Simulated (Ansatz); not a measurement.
Question: Name crystals whose computed values (r²SCAN+D4 (plane waves, PAW; program Ansatz)) fall in these windows: HSE06 gap (eV) 4.1 to 5.4; B₀ by P(V) fit (GPa) 25 to 37.

Answer: 

```tsv
crystal	HSE06 gap (eV)	B₀ by P(V) fit (GPa)
BN, Fmm2 (B on 4a, N on 4a)	4.76	31.3
```
Others may fit too.

Not the usual ambient phase: BN, Fmm2 (B on 4a, N on 4a). The cell was relaxed under the symmetry of its start.

Potentials: the later of the program's two PAW sets.
